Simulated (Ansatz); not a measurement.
GaAs:
Space group P6₃mc (No. 186); a = 3.9931 Å, b = 3.9931 Å, c = 6.5844 Å, α = 90.00°, β = 90.00°, γ = 120.00°

```csv
atom,site,symmetry,x,y,z
Ga,2b,3m.,0.3333,0.6667,0.0001
As,2b,3m.,0.3333,0.6667,0.3739
```

Relaxed with r²SCAN. 

Question: HSE06 on this cell (Ansatz, a first-principles code, PAW) gives a gap of 1.36 eV. What does r²SCAN give?

Answer: 0.98 eV.

Cost on shared cores: the r²SCAN run (SCF on a 8×8×4 mesh, then bands and DOS) about 40 core-seconds (a rough figure), the HSE06 run (SCF on 6×6×3, then a few points) about 2.1 core-minutes (a rough figure); the tasks are unlike.

Space group P6_3mc (wurtzite). The workflow started from a Materials Project entry (that database holds measured and hypothetical structures alike); the Crystallography Open Database copy checked does not list it. It is not the phase usual at ambient conditions (space group No. 216). The r²SCAN relaxation kept the symmetry of its start; whether a distortion lowers the energy is not shown. Spin–orbit coupling is left out wherever it is not named.

Potentials: the earlier of the program's two PAW sets. The files were generated under PBE; for other functionals the program regenerates the frozen cores, and for LDA and PBEsol the local potential too.

Ansatz is a plane-wave DFT program.
